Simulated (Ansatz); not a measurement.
**Deforming Sr**

```yaml
crystal:
  lattice:
    - [0.00000, 3.04235, 3.04235]
    - [3.04235, 0.00000, 3.04235]
    - [3.04235, 3.04235, 0.00000]
  atoms:
    - { symbol: Sr, position: [0.00000, 0.00000, 0.00000] }
```

The conventional cell has a = 6.085 Å, b = 6.085 Å, c = 6.085 Å, α = 90.00°, β = 90.00°, γ = 90.00°. Sr (atom 1) is surrounded by 12 Sr at 4.30 Å.

The cell is COD entry 9008484, as deposited and not checked against the literature; nothing was relaxed.

Level of theory: DFT, LDA, all-electron LAPW, scalar-relativistic (Ansatz 0.2.0).

The runs use a Γ-centred 10×10×10 k mesh, Fermi–Dirac smearing of 0.08 eV, basis error target 0.5 meV/atom, no spin polarisation.

The unchanged cell is at -1.55 GPa.

In a metal, stresses and small energies carry noise from the k mesh.

x, y and z are the Cartesian axes of the cell as listed; fractional coordinates follow a strain, and an engineering shear is twice the off-diagonal strain component.

Q: One change gave: energy change +2 meV/atom; stress change (xx, yy, zz, yz, xz, xy) 0.01, 0.01, 0.01, 0.18, 0.18, 0.18 GPa, compression positive. Which change was it?
A. equal xy, yz and zx engineering shear strains of +1 %
B. equal xy, yz and zx engineering shear strains of -1 %
C. equal xy, yz and zx engineering shear strains of -2 %
D. equal xy, yz and zx engineering shear strains of +2 %

A: C. For equal xy, yz and zx engineering shear strains of -1 %: energy change under 1 meV/atom; stress change (xx, yy, zz, yz, xz, xy) 0.00, 0.00, 0.00, 0.09, 0.09, 0.09 GPa, compression positive. For equal xy, yz and zx engineering shear strains of +1 %: energy change under 1 meV/atom; stress change (xx, yy, zz, yz, xz, xy) 0.00, 0.00, 0.00, -0.09, -0.09, -0.09 GPa, compression positive. For equal xy, yz and zx engineering shear strains of +2 %: energy change +2 meV/atom; stress change (xx, yy, zz, yz, xz, xy) 0.01, 0.01, 0.01, -0.18, -0.18, -0.18 GPa, compression positive.
